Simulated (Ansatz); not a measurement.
Ansatz (an electronic-structure program) input:

Ansatz 0.2 input:
```yaml
crystal:
  lattice:
    - [3.1634526414, 0.0, 0.0]
    - [-1.5817263207, 2.7396303511, 0.0]
    - [0.0, 0.0, 5.4390707139]
  atoms:
    - { symbol: Zr, position: [0.3333333333, 0.6666666667, 0.25] }
    - { symbol: Zr, position: [0.6666666667, 0.3333333333, 0.75] }
    - { symbol: N, position: [0.0, 0.0, 0.0] }
    - { symbol: N, position: [0.0, 0.0, 0.5] }
kpoints:
  mp_grid: { grid: [26, 26, 13] }
hamiltonian:
  xc: pbesol
  pseudopotentials: { kind: paw }
scf:
  occupations: { method: fermi_dirac, width: 0.1 }
elastic: { mode: relaxed_ion, stencil: two_point, amplitude: 0.005, f_tol: 0.0005 }
```

Output (shortened):

```
Pseudopotential: Zr, paw, valence charge 12
Pseudopotential: N, paw, valence charge 5
Functional definition: PBEsol
Crystal: 4 atoms, lattice volume = 47.139 Å³
Basis set: ecut = 420 eV, 895 PW (Γ), exchange–correlation on 48×48×80 points (8 copies of the dense FFT grid, shifted against one another)
Bands: 21, of which v1, the nominal top of the filled ones, is band 17 counted from 1 (16 counted from 0)
Symmetry: 24 space group operations
Space group: P63/mmc (ITA 194), of the structure as read, at distance tolerance 3.6e-5 Å
k-points: 490 of 8788
the search or the solves at the SCF's close seem to have found levels that the self-consistency loop had missed (the run counts 1) …
SCF 1 converged in 9 iterations: F = -9021.780232 eV  dr2 = 3.86e-14
Crystal: 4 atoms, lattice volume = 46.903 Å³
Symmetry: 8 space group operations
k-points: 1281 of 8788
SCF 2 converged in 10 iterations: F = -9021.778494 eV  dr2 = 6.66e-15
relax step   1: F+E_penalty+E_count = -9021.77849375 eV  Δ(F+E_penalty+E_count) = +0.000e0 eV  max|allowed force component| = 3.363e-3 eV/Å  Δτ_max = 0.0000 Å  (10 SCF iters, accepted)
Crystal: 4 atoms, lattice volume = 46.903 Å³
SCF 3 converged in 7 iterations: F = -9021.778495 eV  dr2 = 1.06e-14
relax step   2: F+E_penalty+E_count = -9021.77849467 eV  Δ(F+E_penalty+E_count) = -9.263e-7 eV  max|allowed force component| = 7.350e-4 eV/Å  Δτ_max = 0.0002 Å  (7 SCF iters, accepted)
Crystal: 4 atoms, lattice volume = 46.903 Å³
SCF 4 converged in 7 iterations: F = -9021.778495 eV  dr2 = 1.65e-15
relax step   3: F+E_penalty+E_count = -9021.77849472 eV  Δ(F+E_penalty+E_count) = -4.645e-8 eV  max|allowed force component| = 3.358e-8 eV/Å  Δτ_max = 0.0001 Å  (7 SCF iters, accepted)
Crystal: 4 atoms, lattice volume = 46.903 Å³
SCF 5 converged in 7 iterations: F = -9021.778495 eV  dr2 = 8.37e-14
Crystal: 4 atoms, lattice volume = 47.374 Å³
Basis set: ecut = 420 eV, 903 PW (Γ), exchange–correlation on 48×48×80 points (8 copies of the dense FFT grid, shifted against one another)
SCF 6 converged in 10 iterations: F = -9021.778250 eV  dr2 = 8.69e-15
relax step   1: F+E_penalty+E_count = -9021.77825048 eV  Δ(F+E_penalty+E_count) = +0.000e0 eV  max|allowed force component| = 5.205e-3 eV/Å  Δτ_max = 0.0000 Å  (10 SCF iters, accepted)
Crystal: 4 atoms, lattice volume = 47.374 Å³
SCF 7 converged in 7 iterations: F = -9021.778253 eV  dr2 = 3.19e-14
relax step   2: F+E_penalty+E_count = -9021.77825285 eV  Δ(F+E_penalty+E_count) = -2.371e-6 eV  max|allowed force component| = 9.151e-5 eV/Å  Δτ_max = 0.0004 Å  (7 SCF iters, accepted)
Crystal: 4 atoms, lattice volume = 47.374 Å³
SCF 8 converged in 5 iterations: F = -9021.778253 eV  dr2 = 9.31e-15
Crystal: 4 atoms, lattice volume = 46.903 Å³
SCF 9 converged in 8 iterations: F = -9021.777791 eV  dr2 = 3.67e-14
Crystal: 4 atoms, lattice volume = 47.374 Å³
SCF 10 converged in 6 iterations: F = -9021.778665 eV  dr2 = 6.80e-14
Crystal: 4 atoms, lattice volume = 47.138 Å³
Symmetry: 4 space group operations
k-points: 2289 of 8788
SCF 11 converged in 11 iterations: F = -9021.779762 eV  dr2 = 2.09e-15
relax step   1: F+E_penalty+E_count = -9021.77976194 eV  Δ(F+E_penalty+E_count) = +0.000e0 eV  max|allowed force component| = 4.570e-4 eV/Å  Δτ_max = 0.0000 Å  (11 SCF iters, accepted)
Crystal: 4 atoms, lattice volume = 47.138 Å³
SCF 12 converged in 7 iterations: F = -9021.779762 eV  dr2 = 7.49e-14
Crystal: 4 atoms, lattice volume = 47.138 Å³
SCF 13 converged in 11 iterations: F = -9021.779762 eV  dr2 = 2.14e-15
relax step   1: F+E_penalty+E_count = -9021.77976194 eV  Δ(F+E_penalty+E_count) = +0.000e0 eV  max|allowed force component| = 4.570e-4 eV/Å  Δτ_max = 0.0000 Å  (11 SCF iters, accepted)
Crystal: 4 atoms, lattice volume = 47.138 Å³
SCF 14 converged in 7 iterations: F = -9021.779762 eV  dr2 = 7.56e-14
SCF converged after 9 iterations
Free energy (F): -9021.780232 eV
Harris-Foulkes:  -9021.780232 eV  (|F-HF|=0.00e0)
Internal energy: -9021.746294 eV  (E = F + TS)
E sigma→0 (E₀):  -9021.763263 eV
Entropy (-TS):   -0.033938 eV (-8.485 meV/atom)
Fermi energy:    17.563635 eV
--- Per-component energies (eV) ---
  E_band       = -41.053553
  E_kinetic    = 936.402322
  E_local      = -1226.199788  (includes V_loc(G=0)·N_el)
  E_nonlocal   = 249.727797
  E_hartree    = 369.301260
  E_xc         = -445.606889
  E_vxc        = -540.239542  (∫ρ·V_xc dr)
  E_paw        = -6043.594395  (= ΣΔE_a)
  E_vpaw       = -199.347086  (= ΣTr[D̂ρ^β])
  E_aug_tail   = 0.000224  (compensation charges beyond the density's cutoff)
  E_ewald      = -2862.164464
  E_core_change = 0.387639  (= ΣΔE_core)
  E_smearing   = -0.033938  (= −TS)
  E_closure    = 0.000000  (closes the sum)
  Σ components = -9021.780232   (vs F -9021.780232, Δ=0.00e0)
--- Forces (eV/Å), atoms counted from 1 ---
  atom   1  Zr     0.00000000     0.00000000     0.00000000
  atom   2  Zr     0.00000000     0.00000000     0.00000000
  atom   3  N      0.00000000     0.00000000     0.00000000
  atom   4  N      0.00000000     0.00000000     0.00000000
  max |Σ_I F_I| component: 7.40e-17 eV/Å
--- Stress (GPa, compression-positive) ---
       -0.098454       0.000000       0.000000
        0.000000      -0.098454       0.000000
        0.000000       0.000000       0.283379
  P = ⅓ Tr σ = 0.0288 GPa (0.288 kbar)
--- Band table (eV; the first three rows and the last of 490) ---
  k-point 0: bands = ["-31.4893", "-31.3582", "-10.3787", "-9.2025", "-9.1300", "-9.1300", "-9.0572", "-9.0572", "1.5322", "4.1780", "10.0162", "13.1094", "13.1094", "14.1847", "14.1847", "16.1724", "16.9409", "18.0710", "18.0710", "19.0643", "19.0643"]
  k-point 1: bands = ["-31.4875", "-31.3601", "-10.3634", "-9.2219", "-9.1289", "-9.1289", "-9.0582", "-9.0582", "1.5658", "4.1277", "10.0857", "13.1144", "13.1144", "14.1495", "14.1495", "15.8216", "17.2396", "18.1441", "18.1441", "19.1139", "19.1139"]
  k-point 2: bands = ["-31.4819", "-31.3658", "-10.3181", "-9.2783", "-9.1258", "-9.1258", "-9.0613", "-9.0613", "1.6648", "3.9841", "10.2866", "13.1304", "13.1304", "14.0535", "14.0535", "15.2176", "17.6972", "18.3526", "18.3526", "19.2594", "19.2594"]
  k-point 489: bands = ["-31.2828", "-31.2821", "-9.9732", "-9.9470", "-9.8819", "-9.8506", "-9.3183", "-9.3137", "3.1260", "3.2016", "11.0375", "11.0572", "12.8459", "13.1244", "13.8608", "13.8963", "17.9740", "18.0562", "20.2717", "20.3325", "22.7938"]
--- Elastic constants: 3 strain directions × 2 members + reference (group order 24) ---
  dense FFT box of the reference and of every strained cell: 24×24×40
  strains applied: 11, 33, 23; error gains …
  C = ∂σ_k/∂η_j (tension-positive GPa; Voigt order 11 22 33 23 13 12):
       504.770    148.675    131.767      0.000      0.000      0.000
       148.675    504.770    131.767      0.000      0.000      0.000
       132.165    132.165    545.507      0.000      0.000      0.000
         0.000      0.000      0.000    127.691      0.000      0.000
         0.000      0.000      0.000      0.000    127.691      0.000
         0.000      0.000      0.000      0.000      0.000    178.047
  reference stress σ⁰ (GPa):      0.098      0.098     -0.283      0.000      0.000      0.000
  moduli (Voigt/Reuss/Hill, GPa): K = 264.47/264.37/264.42   G = 162.85/157.09/159.97   E = 399.37   ν = 0.248
  mechanically stable: yes (min eigenvalue of sym C = 127.69 GPa)
  strain η (Voigt 11):  stress-route row diagonal C_11 = 504.77 GPa, energy-path curvature d²(F+E_count+ΔE)/dδ²/Ω₀ = 504.77 GPa
         δ    σ_11 (GPa)             F (eV)   n_scf  n_hpsi   n_pw
    -5.000e-3      -2.4649       -9021.7784947       7  432955    930   relax 3 steps, max|allowed force component| 3.36e-8 eV/Å
     5.000e-3       2.5828       -9021.7782528       5  394870    942   relax 2 steps, max|allowed force component| 9.15e-5 eV/Å
  strain η (Voigt 33):  stress-route row diagonal C_33 = 545.51 GPa, energy-path curvature d²(F+E_count+ΔE)/dδ²/Ω₀ = 545.49 GPa
         δ    σ_33 (GPa)             F (eV)   n_scf  n_hpsi   n_pw
    -5.000e-3      -3.0458       -9021.7777907       8  198606    934   relax 0 steps, max|allowed force component| 3.70e-17 eV/Å
     5.000e-3       2.4092       -9021.7786653       6  174596    940   relax 0 steps, max|allowed force component| 2.22e-16 eV/Å
  strain η (Voigt 23):  stress-route row diagonal C_44 = 127.69 GPa, energy-path curvature d²(F+E_count+ΔE)/dδ²/Ω₀ = 127.74 GPa
         δ    σ_23 (GPa)             F (eV)   n_scf  n_hpsi   n_pw
    -5.000e-3      -0.6385       -9021.7797619       7  769933    937   relax 1 steps, max|allowed force component| 4.57e-4 eV/Å
     5.000e-3       0.6385       -9021.7797619       7  770571    937   relax 1 steps, max|allowed force component| 4.57e-4 eV/Å
```

Cost: about 15 core-minutes (a rough figure) on shared cores.

Space group P6_3/mmc (NiAs type). The workflow started from a Materials Project entry (that database holds measured and hypothetical structures alike); the Crystallography Open Database copy checked does not list it. It is not the phase usual at ambient conditions (space group No. 225). The PBEsol relaxation kept the symmetry of its start; whether a distortion lowers the energy is not shown. The run is not spin-polarised. As this level gives no gap, shear constants depend on the k-mesh and smearing (Fermi–Dirac, 0.1 eV here). Spin–orbit coupling is left out wherever it is not named.

Potentials: the later of the program's two PAW sets.

Ansatz is a plane-wave DFT program.
